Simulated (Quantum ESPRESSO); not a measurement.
# W4Mg2TiPd: one run as intended and one with a planted mistake

Computed values, not a measurement. The program is pw.x of Quantum ESPRESSO 7.5 (plane-wave density functional theory). The cell is made up: eight metal atoms on a hexagonal close-packed lattice, with elements, volume, strain and displacements drawn at random and not relaxed, so it may be unstable or far from any real phase. PseudoDojo standard norm-conserving files set the functional (PBE unless stated); there is no spin polarisation or spin-orbit coupling, the Fermi-Dirac width of 0.25 eV means electrons at about 2900 K, and the masses in the input are unused placeholders. Heavy elements are run without spin-orbit coupling, which real alloys of them have. A spin test at this wide smearing found no moment, but such smearing suppresses magnetism that the real alloy may have.

Intended input:

```
&control calculation='scf', pseudo_dir='./dojo.nc.sr.pbe.v0_5.standard.upf', outdir='./o', disk_io='minimal', tprnfor=.true., tstress=.true. /
&system ibrav=0, nat=8, ntyp=4, nbnd=69, ecutwfc=84.00895049, nosym=.true., tot_charge=0,
 occupations='smearing', smearing='fd', degauss=0.0183746611
/
&electrons conv_thr=1.470e-08, electron_maxstep=70, mixing_beta=0.5 /
ATOMIC_SPECIES
Mg 1.0 Mg.upf
Pd 1.0 Pd.upf
Ti 1.0 Ti.upf
W 1.0 W.upf
CELL_PARAMETERS angstrom
-3.012 0.0157 0.0353
0.0297 5.1502 -4.8236
0.084 -5.0784 -4.7463
ATOMIC_POSITIONS angstrom
W -0.0829 0.0358 -0.0117
W -0.0357 1.757 -2.3671
Mg 0.0845 0.0144 -4.7699
Ti 0.1047 1.7771 -7.176
W -1.5365 -0.8557 -2.2628
Pd -1.4277 -2.4159 -4.7426
W -1.3585 -0.674 -7.225
Mg -1.5353 2.5381 -4.6918
K_POINTS automatic
8 4 4 1 1 1
```

The log is shortened where brackets say so; the opening notice, blank lines, dates and the lines on written files are dropped, and the path of the files is cut. It prints rydbergs, bohrs and kilobars, and counts compression as positive stress. Its total energy is the free energy E - TS of the whole cell.

Log of the intended run:

```
     Program PWSCF v.7.5
     Parallel version (MPI & OpenMP), running on       4 processor cores
     Number of MPI processes:                 4
     Threads/MPI process:                     1
     [start-up lines left out]
     bravais-lattice index     =            0
     lattice parameter (alat)  =       5.6923  a.u.
     unit-cell volume          =     994.5981 (a.u.)^3
     number of atoms/cell      =            8
     number of atomic types    =            4
     number of electrons       =       106.00
     number of Kohn-Sham states=           69
     kinetic-energy cutoff     =      84.0090  Ry
     charge density cutoff     =     336.0358  Ry
     scf convergence threshold =      1.5E-08
     mixing beta               =       0.5000
     number of iterations used =            8  plain     mixing
     Exchange-correlation= PBE
                           (   1   4   3   4   0   0   0)
     [axes and pseudopotential details left out]
   Cartesian axes
     site n.     atom                  positions (alat units)
         1        W      tau(   1) = (  -0.0275210   0.0118848  -0.0038841  )
         2        W      tau(   2) = (  -0.0118516   0.5832854  -0.7858251  )
         3        Mg     tau(   3) = (   0.0280521   0.0047805  -1.5835019  )
         4        Ti     tau(   4) = (   0.0347581   0.5899581  -2.3822742  )
         5        W      tau(   5) = (  -0.5100842  -0.2840736  -0.7511998  )
         6        Pd     tau(   6) = (  -0.4739650  -0.8020257  -1.5744389  )
         7        W      tau(   7) = (  -0.4509921  -0.2237532  -2.3985411  )
         8        Mg     tau(   8) = (  -0.5096858   0.8425934  -1.5575744  )
     number of k points=    64  Fermi-Dirac smearing, width (Ry)=  0.0184
                       cart. coord. in units 2pi/alat
        k(    1) = (  -0.0634412  -0.0009372  -0.0794515), wk =   0.0312500
        k(    2) = (  -0.0647570  -0.0751664  -0.1587147), wk =   0.0312500
     [further k points left out]
     Dense  grid:   103537 G-vectors     FFT dimensions: (  36,  80,  80)
     Estimated max dynamical RAM per process >     405.01 MB
     Estimated total dynamical RAM >       1.51 GB
     Initial potential from superposition of free atoms
     starting charge     105.9946, renormalised to     106.0000
     Starting wfcs are   69 randomized atomic wfcs
     total cpu time spent up to now is        6.3 secs
     per-process dynamical memory:   320.0 Mb
     Self-consistent Calculation
     iteration #  1     ecut=    84.01 Ry     beta= 0.50
     Davidson diagonalization with overlap
     ethr =  1.00E-02,  avg # of iterations =  5.2
     total cpu time spent up to now is       25.8 secs
     total energy              =   -1220.67549985 Ry
     estimated scf accuracy    <      19.52601590 Ry
     iteration #  2     ecut=    84.01 Ry     beta= 0.50
     Davidson diagonalization with overlap
     ethr =  1.00E-02,  avg # of iterations =  3.6
     total cpu time spent up to now is       45.1 secs
     total energy              =   -1225.18560351 Ry
     estimated scf accuracy    <     111.06400162 Ry
     [iterations 3 to 20 left out]
     iteration # 21     ecut=    84.01 Ry     beta= 0.50
     Davidson diagonalization with overlap
     ethr =  6.82E-10,  avg # of iterations =  1.6
     total cpu time spent up to now is      327.5 secs
     total energy              =   -1233.88529300 Ry
     estimated scf accuracy    <       0.00000023 Ry
     iteration # 22     ecut=    84.01 Ry     beta= 0.50
     Davidson diagonalization with overlap
     ethr =  2.21E-10,  avg # of iterations =  1.0
     total cpu time spent up to now is      341.4 secs
     End of self-consistent calculation
     [lines on levels left out]
!    total energy              =   -1233.88529301 Ry
     estimated scf accuracy    <          5.0E-09 Ry
     smearing contrib. (-TS)   =      -0.13006498 Ry
     internal energy E=F+TS    =   -1233.75522804 Ry
     The total energy is F=E-TS. E is the sum of the following terms:
     one-electron contribution =    -449.87459588 Ry
     hartree contribution      =     257.10732706 Ry
     xc contribution           =    -223.26959926 Ry
     ewald contribution        =    -817.71835996 Ry
     convergence has been achieved in  22 iterations
     Forces acting on atoms (cartesian axes, Ry/au):
     atom    1 type  4   force =    -0.00749625    0.01818540   -0.01723729
     atom    2 type  4   force =     0.00043876   -0.01666625    0.05626411
     atom    3 type  1   force =    -0.00380743   -0.02897823    0.00487115
     atom    4 type  3   force =    -0.00932536    0.00222790   -0.03834182
     atom    5 type  4   force =     0.01381293    0.04366559    0.02094041
     atom    6 type  2   force =    -0.00015869   -0.02233815   -0.00263697
     atom    7 type  4   force =    -0.00025486   -0.01364096   -0.01966817
     atom    8 type  1   force =     0.00679090    0.01754470   -0.00419143
     Total force =     0.102733     Total SCF correction =     0.000319
     Computing stress (Cartesian axis) and pressure
          total   stress  (Ry/bohr**3)                   (kbar)     P=     -141.53
  -0.00124077   0.00003532   0.00009055         -182.52        5.20       13.32
   0.00003532  -0.00110894   0.00006375            5.20     -163.13        9.38
   0.00009055   0.00006375  -0.00053650           13.32        9.38      -78.92
     init_run     :      5.96s CPU      6.27s WALL (       1 calls)
     electrons    :    327.16s CPU    335.08s WALL (       1 calls)
     forces       :      3.08s CPU      3.10s WALL (       1 calls)
     stress       :     10.84s CPU     11.11s WALL (       1 calls)
     [timing details left out]
     PWSCF        :   5m47.18s CPU   5m55.72s WALL
     JOB DONE.
```

A second run has one planted mistake: the files are those of another functional. The input lines that differ:

```
- &control calculation='scf', pseudo_dir='./dojo.nc.sr.pbe.v0_5.standard.upf', outdir='./o', disk_io='minimal', tprnfor=.true., tstress=.true. /
+ &control calculation='scf', pseudo_dir='./dojo.nc.sr.lda.v0_4_1.standard.upf', outdir='./o', disk_io='minimal', tprnfor=.true., tstress=.true. /
```

Its log:

```
     Program PWSCF v.7.5
     Parallel version (MPI & OpenMP), running on       4 processor cores
     Number of MPI processes:                 4
     Threads/MPI process:                     1
     [start-up lines left out]
     bravais-lattice index     =            0
     lattice parameter (alat)  =       5.6923  a.u.
     unit-cell volume          =     994.5981 (a.u.)^3
     number of atoms/cell      =            8
     number of atomic types    =            4
     number of electrons       =       106.00
     number of Kohn-Sham states=           69
     kinetic-energy cutoff     =      84.0090  Ry
     charge density cutoff     =     336.0358  Ry
     scf convergence threshold =      1.5E-08
     mixing beta               =       0.5000
     number of iterations used =            8  plain     mixing
     Exchange-correlation= SLA  PW   NOGX NOGC
                           (   1   4   0   0   0   0   0)
     [axes and pseudopotential details left out]
   Cartesian axes
     site n.     atom                  positions (alat units)
         1        W      tau(   1) = (  -0.0275210   0.0118848  -0.0038841  )
         2        W      tau(   2) = (  -0.0118516   0.5832854  -0.7858251  )
         3        Mg     tau(   3) = (   0.0280521   0.0047805  -1.5835019  )
         4        Ti     tau(   4) = (   0.0347581   0.5899581  -2.3822742  )
         5        W      tau(   5) = (  -0.5100842  -0.2840736  -0.7511998  )
         6        Pd     tau(   6) = (  -0.4739650  -0.8020257  -1.5744389  )
         7        W      tau(   7) = (  -0.4509921  -0.2237532  -2.3985411  )
         8        Mg     tau(   8) = (  -0.5096858   0.8425934  -1.5575744  )
     number of k points=    64  Fermi-Dirac smearing, width (Ry)=  0.0184
                       cart. coord. in units 2pi/alat
        k(    1) = (  -0.0634412  -0.0009372  -0.0794515), wk =   0.0312500
        k(    2) = (  -0.0647570  -0.0751664  -0.1587147), wk =   0.0312500
     [further k points left out]
     Dense  grid:   103537 G-vectors     FFT dimensions: (  36,  80,  80)
     Estimated max dynamical RAM per process >     405.01 MB
     Estimated total dynamical RAM >       1.51 GB
     Initial potential from superposition of free atoms
     starting charge     105.9954, renormalised to     106.0000
     Starting wfcs are   69 randomized atomic wfcs
     total cpu time spent up to now is        6.2 secs
     per-process dynamical memory:   327.8 Mb
     Self-consistent Calculation
     iteration #  1     ecut=    84.01 Ry     beta= 0.50
     Davidson diagonalization with overlap
     ethr =  1.00E-02,  avg # of iterations =  5.0
     total cpu time spent up to now is       23.7 secs
     total energy              =   -1220.21404636 Ry
     estimated scf accuracy    <      18.67376766 Ry
     iteration #  2     ecut=    84.01 Ry     beta= 0.50
     Davidson diagonalization with overlap
     ethr =  1.00E-02,  avg # of iterations =  3.3
     total cpu time spent up to now is       42.2 secs
     total energy              =   -1224.36936448 Ry
     estimated scf accuracy    <     107.12374838 Ry
     [iterations 3 to 21 left out]
     iteration # 22     ecut=    84.01 Ry     beta= 0.50
     Davidson diagonalization with overlap
     ethr =  3.76E-11,  avg # of iterations =  1.5
     total cpu time spent up to now is      319.0 secs
     total energy              =   -1232.83945737 Ry
     estimated scf accuracy    <       0.00000003 Ry
     iteration # 23     ecut=    84.01 Ry     beta= 0.50
     Davidson diagonalization with overlap
     ethr =  2.96E-11,  avg # of iterations =  1.0
     total cpu time spent up to now is      330.7 secs
     End of self-consistent calculation
     [lines on levels left out]
!    total energy              =   -1232.83945737 Ry
     estimated scf accuracy    <          1.0E-09 Ry
     smearing contrib. (-TS)   =      -0.13156560 Ry
     internal energy E=F+TS    =   -1232.70789178 Ry
     The total energy is F=E-TS. E is the sum of the following terms:
     one-electron contribution =    -451.99815468 Ry
     hartree contribution      =     256.82084170 Ry
     xc contribution           =    -219.81221884 Ry
     ewald contribution        =    -817.71835996 Ry
     convergence has been achieved in  23 iterations
     Forces acting on atoms (cartesian axes, Ry/au):
     atom    1 type  4   force =    -0.00870317    0.02231997   -0.01910197
     atom    2 type  4   force =    -0.00013559   -0.01686554    0.06546154
     atom    3 type  1   force =    -0.00362701   -0.03322494    0.00498119
     atom    4 type  3   force =    -0.00883564    0.00080943   -0.04544588
     atom    5 type  4   force =     0.01356476    0.04458080    0.02712065
     atom    6 type  2   force =    -0.00004421   -0.02602596   -0.00533688
     atom    7 type  4   force =     0.00115466   -0.01203361   -0.02640298
     atom    8 type  1   force =     0.00662621    0.02043985   -0.00127566
     Total force =     0.117106     Total SCF correction =     0.000123
     Computing stress (Cartesian axis) and pressure
          total   stress  (Ry/bohr**3)                   (kbar)     P=     -225.09
  -0.00179841   0.00002896   0.00008825         -264.56        4.26       12.98
   0.00002896  -0.00167203   0.00005724            4.26     -245.96        8.42
   0.00008825   0.00005724  -0.00111994           12.98        8.42     -164.75
     init_run     :      5.89s CPU      6.15s WALL (       1 calls)
     electrons    :    322.41s CPU    324.50s WALL (       1 calls)
     forces       :      2.47s CPU      2.50s WALL (       1 calls)
     stress       :      8.75s CPU      8.96s WALL (       1 calls)
     [timing details left out]
     PWSCF        :   5m39.61s CPU   5m42.28s WALL
     JOB DONE.
```

|  | intended run | run with the mistake |
| --- | --- | --- |
| free energy (eV) | -16787.865 | -16773.635 |
| entropy term -TS, part of it (eV) | -1.770 | -1.790 |
| pressure (GPa) | -14.15 | -22.51 |
| size of the largest force component (eV/Å) | 1.447 | 1.683 |
| largest change of a force component (eV/Å) |  | 0.236 |
| iterations | 22 | 23 |

For scale, a rerun of the intended cell at a higher cutoff and on a denser mesh moved values by no more than 0.004 eV in energy, 0.02 GPa in stress and 0.014 eV/Å in force, and a second program with other atomic files agreed on that cell to 2 % rms in force and 0.5 GPa in pressure. Files of another functional or element have another zero of energy, so the energy change says nothing on stability.